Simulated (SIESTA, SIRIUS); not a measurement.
This is a calculation of HPbNO4 for SIRIUS 7.12.0. The cell comes from a database or a generator and needn't be the stable form of this composition.

Contents of sirius.json:

```json
{
  "control": {
    "processing_unit": "cpu",
    "verbosity": 2,
    "num_bands_to_print": 32,
    "print_forces": true,
    "print_stress": true
  },
  "parameters": {
    "electronic_structure_method": "pseudopotential",
    "xc_functionals": ["XC_GGA_X_PBE", "XC_GGA_C_PBE"],
    "gk_cutoff": 9.2,
    "pw_cutoff": 18.4,
    "ngridk": [8, 6, 6],
    "shiftk": [0, 0, 0],
    "smearing": "fermi_dirac",
    "smearing_width": 0.0018374661,
    "num_bands": 32,
    "num_mag_dims": 0,
    "num_dft_iter": 100,
    "energy_tol": 1e-08,
    "density_tol": 1e-06
  },
  "iterative_solver": {
    "type": "davidson",
    "min_tolerance": 1e-10
  },
  "mixer": {
    "type": "anderson",
    "beta": 0.7,
    "max_history": 8
  },
  "settings": {
    "tol_ne": 1e-10,
    "pseudo_grid_cutoff": 6.5
  },
  "unit_cell": {
    "lattice_vectors": [
      [8.079164997874, -0.00075589045, 0.012018658153],
      [-3.938170346459, 9.84122122552, -0.092728860935],
      [-4.013343651696, -3.525737619759, 9.287833827184]
    ],
    "atom_coordinate_units": "lattice",
    "atom_types": ["H", "Pb", "N", "O"],
    "atom_files": {
      "O": "O.json",
      "Pb": "Pb.json",
      "N": "N.json",
      "H": "H.json"
    },
    "atoms": {
      "H": [
        [0.99073, 0.0333, 0.90994]
      ],
      "Pb": [
        [0.50274, 0.81989, 0.14287]
      ],
      "N": [
        [0.00838, 0.47408, 0.50265]
      ],
      "O": [
        [0.99816, 0.92741, 0.02877],
        [0.19467, 0.73435, 0.60852],
        [0.81673, 0.35882, 0.24556],
        [0.01381, 0.33121, 0.65217]
      ]
    }
  }
}
```

Potentials or basis: PseudoDojo 0.4.1 PBE standard (scalar relativistic).

The run is started by

```console
$ upf_to_json O.upf
$ upf_to_json Pb.upf
$ upf_to_json N.upf
$ upf_to_json H.upf
$ OMP_NUM_THREADS=4 sirius.scf --input=sirius.json --output=out.json --task=0
```

Task: Translate it to SIESTA 5.4.2. Potentials or basis there: files PseudoDojo sr-pbe-0.4.1-standard, DZP (energy shift 0.003 Ry; two zetas on semicore shells).

Result: As run (cutoffs and basis follow the program's own potentials, and thresholds, step limits or extra output files can differ):

HPbNO4.fdf

```
SystemName                      HPbNO4
SystemLabel                     HPbNO4
NumberOfSpecies                 4
NumberOfAtoms                   7
%block ChemicalSpeciesLabel
  1   1 H
  2  82 Pb
  3   7 N
  4   8 O
%endblock ChemicalSpeciesLabel

LatticeConstant                 1.0 Ang
%block LatticeVectors
     4.2753100000    -0.0004000000     0.0063600000
    -2.0839900000     5.2077500000    -0.0490700000
    -2.1237700000    -1.8657400000     4.9149100000
%endblock LatticeVectors
AtomicCoordinatesFormat         Fractional
%block AtomicCoordinatesAndAtomicSpecies
     0.9907300000     0.0333000000     0.9099400000  1  H
     0.5027400000     0.8198900000     0.1428700000  2  Pb
     0.0083800000     0.4740800000     0.5026500000  3  N
     0.9981600000     0.9274100000     0.0287700000  4  O
     0.1946700000     0.7343500000     0.6085200000  4  O
     0.8167300000     0.3588200000     0.2455600000  4  O
     0.0138100000     0.3312100000     0.6521700000  4  O
%endblock AtomicCoordinatesAndAtomicSpecies

%block kgrid.MonkhorstPack
    8   0   0  0.0
    0   6   0  0.0
    0   0   6  0.0
%endblock kgrid.MonkhorstPack
XC.Functional                   GGA
XC.Authors                      PBE
PAO.BasisSize                   DZP
PAO.EnergyShift                 0.003 Ry
Mesh.Cutoff                     800 Ry
OccupationFunction              FD
ElectronicTemperature           0.05 eV
MaxSCFIterations                120
SCF.MustConverge                false
SCF.Mixer.Method                Pulay
SCF.Mixer.Weight                0.25
SCF.Mixer.History               8
SCF.DM.Tolerance                5.0e-05
SCF.H.Tolerance                 1.0e-03 eV
WriteForces                     true
Charge.Mulliken                 end
Charge.Hirshfeld                end
Charge.Voronoi                  end
SaveRho                         true
SaveElectrostaticPotential      true
%block PAO.Basis
  Pb 4
  n=6 0 2
    6.167 0.000
  n=6 1 2
    8.915 0.000
  n=5 2 2
    4.155 0.000
  n=6 2 1
    8.915
%endblock PAO.Basis
Diag.ParallelOverK              true
```

Potentials or basis: PseudoDojo 0.4 standard (PBE files), converted to PSML, two zetas on semicore shells, DZP (energy shift 0.003 Ry; two zetas on semicore shells).

The run is started by

```sh
$ mpirun -n 4 siesta HPbNO4.fdf > HPbNO4.out 2>&1
```

Both were run:

|  | SIRIUS | SIESTA |
| --- | --- | --- |
| Pressure | 0.0 GPa | 2.7 GPa |

The two runs disagree by more than potentials and bases usually give (in gap, levels, pressure or energy); the cause wasn't traced.

Pressure is positive in compression.
